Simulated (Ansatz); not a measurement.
Ti₂AlC:
```xyz
8
Lattice="3.0551 0.0000 0.0000 -1.5275 2.6458 0.0000 0.0000 0.0000 13.7111" Properties=species:S:1:pos:R:3 pbc="T T T"
Ti     0.0000     1.7639     1.1454
Ti     1.5275     0.8819    12.5657
Ti     1.5275     0.8819     8.0010
Ti     0.0000     1.7639     5.7101
Al     0.0000     1.7639    10.2833
Al     1.5275     0.8819     3.4278
C      0.0000     0.0000     0.0000
C      0.0000     0.0000     6.8555
```

Relaxed with r²SCAN. Special points in fractions of this cell's reciprocal vectors: Γ (0.000, 0.000, 0.000); M (0.500, 0.000, 0.000); K (0.333, 0.333, 0.000); A (0.000, 0.000, 0.500); L (0.500, 0.000, 0.500); H (0.333, 0.333, 0.500).

Question: List the band energies nearest the Fermi level at these points for r²SCAN in the plane-wave PAW code Ansatz.

Answer: In eV from the Fermi level; about four levels below and three above (degenerate sets whole), none deeper than 8.9 eV; points with the same levels are listed once.

```csv
k,below,above
Γ,-2.52 -2.52 -2.52 -2.52 -1.55,0.44 0.80 1.03 1.03
M,-1.33 -1.29 -0.90 -0.88,1.71 2.22 2.29
K,-1.34 -1.34 -0.89 -0.89 -0.17,0.92 2.08 2.08
A,-2.52 -2.52 -2.52 -2.52 -2.06 -2.06,0.65 0.65 1.04 1.04 1.04 1.04
L,-1.30 -1.30 -0.88 -0.88,1.98 1.98 2.39 2.39
H,-1.38 -1.38 -0.85 -0.85,0.36 0.36 1.91 1.91
```

Space group P6_3/mmc. The workflow started from a Materials Project entry (that database holds measured and hypothetical structures alike); the Crystallography Open Database copy checked does not list it. Its standing as an ambient phase is unchecked. The r²SCAN relaxation kept the symmetry of its start; of distortions, only those at the zone centre were tested. The run is not spin-polarised.

Potentials: the later of the program's two PAW sets.
